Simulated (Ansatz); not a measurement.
Te$_{2}$W:
Space group P6₃/mmc (No. 194); a = b = 3.475 Å, c = 13.832 Å, α = β = 90.00°, γ = 120.00°

| atom | site | symmetry | x | y | z |
|---|---|---|---|---|---|
| Te | 4f | 3m. | 0.6667 | 0.3333 | 0.1196 |
| W | 2c | -6m2 | 0.3333 | 0.6667 | 0.2500 |

Relaxed with LDA. The program Ansatz at the LDA level (PAW) gives a gap of 0.74 eV.

### Question
What gap does HSE06 give on the same cell (Ansatz, PAW)?

### Answer
1.12 eV, 0.38 eV more. The hybrid was solved on a coarser mesh and at special points; its gap is the smallest among all of these.

```
k  v1 LDA  c1 LDA  v1 HSE06  c1 HSE06
-  ------  ------  --------  --------
Γ   -0.02    3.08     -0.04      3.64
A   -0.14    3.11         …         …
K    0.00    1.09         …         …
H   -0.21    1.09         …         …
M   -0.38    1.74     -0.57      2.27
L   -0.55    1.76         …         …
```

### Question
Top valence (v1) and lowest conduction level (c1) in eV from each method's valence maximum (which need not be a listed point): supply the withheld HSE06 values.

### Answer

- A, v1 HSE06: -0.21
- A, c1 HSE06: 3.67
- L, v1 HSE06: -0.75
- L, c1 HSE06: 2.29
- K, v1 HSE06: 0.00
- K, c1 HSE06: 1.51
- H, v1 HSE06: -0.23
- H, c1 HSE06: 1.51

Cost on shared cores: the LDA run (SCF on a 9×9×2 mesh, then bands and DOS) roughly 90 core-seconds, the HSE06 run (SCF on 5×5×2, then a few points) about 6 core-minutes (a rough figure); the tasks are unlike.

Space group P6_3/mmc. The workflow started from a Materials Project entry (that database holds measured and hypothetical structures alike); the Crystallography Open Database copy checked does not list it. COD files the formula under space group No. 31, so this cell is another polymorph or a model. Its standing as an ambient phase is unchecked. Symmetry was held in the LDA relaxation; its stability against distortions is not shown here. The run is not spin-polarised. A crystal of weakly bound layers computed without a dispersion correction: the cell and the soft elastic constants depend strongly on that. Scalar-relativistic: spin–orbit coupling is off unless named, which matters more the heavier the elements.

Potentials: the later of the program's two PAW sets.
